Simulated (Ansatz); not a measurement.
**Computed properties of Ag₃SI**

Ag3SI:
```
Ag3SI
1.0
    4.86876     0.00000     0.00000
    0.00000     4.86876     0.00000
    0.00000     0.00000     4.86876
Ag S I
3 1 1
Cartesian
  2.43438   2.43438   0.00000
  0.00000   2.43438   2.43438
  2.43438   0.00000   2.43438
  2.43438   2.43438   2.43438
  0.00000   0.00000   0.00000
```

Space group Pm-3m (No. 221), anti-perovskite; conventional cell a = b = c = 4.869 Å, α = β = γ = 90.00°.

Method: PBEsol (plane waves, PAW; program Ansatz). The cell and atoms are relaxed at this level. Other levels are named where they apply.

Cell and energy:

```json
{
 "volume_per_atom": "23.08 Å³",
 "density": "6.94 g/cm³",
 "Formation energy from the elements (no fitted shifts)": "0.007 eV/atom"
}
```

Electronic structure:

```json
{
 "band_gap": "0.71 eV (indirect)",
 "valence_band_maximum": "at M",
 "conduction_band_minimum": "at Γ",
 "smallest_direct_gap_on_the_standard_path": "0.88 eV",
 "electron_effective_mass": "0.22 mₑ (isotropic)",
 "Electron effective mass with spin–orbit coupling": "0.21 mₑ (isotropic)",
 "Hole effective mass with spin–orbit coupling": "0.33, 0.33, 0.54 mₑ (principal values)",
 "HSE06 gap on the PBEsol cell": "1.83 eV",
 "Gap with spin–orbit coupling": "0.53 eV"
}
```

Mechanics:

```json
{
 "Bulk modulus (Birch–Murnaghan fit)": "58.7 GPa",
 "Pressure derivative B′": "5.3",
 "Elastic constants (relaxed ions, GPa)": "C11 = 91.7, C12 = 42.3, C44 = 2.0",
 "mechanical_stability": "stable (all eigenvalues of C positive)"
}
```

Dielectric response:

```json
{
  "Electronic dielectric constant ε∞ (DFPT)": "8.93",
  "Born charges (a third of the trace)": "Ag +1.29, S -1.52, I -2.34 e"
}
```

Charges:

```json
{
  "bader_charges": "Ag +0.35, S -0.63, I -0.43 e"
}
```

The workflow started from an entry of the Crystallography Open Database (COD), which files this formula under 2 space groups. Its standing as an ambient phase is unchecked. The PBEsol relaxation kept the symmetry of its start; whether a distortion lowers the energy is not shown. The run is not spin-polarised. The references are the lowest solids computed at this level, not always the standard phases. Scalar-relativistic: spin–orbit coupling is off unless named, which matters more the heavier the elements.

Potentials: the later of the program's two PAW sets.
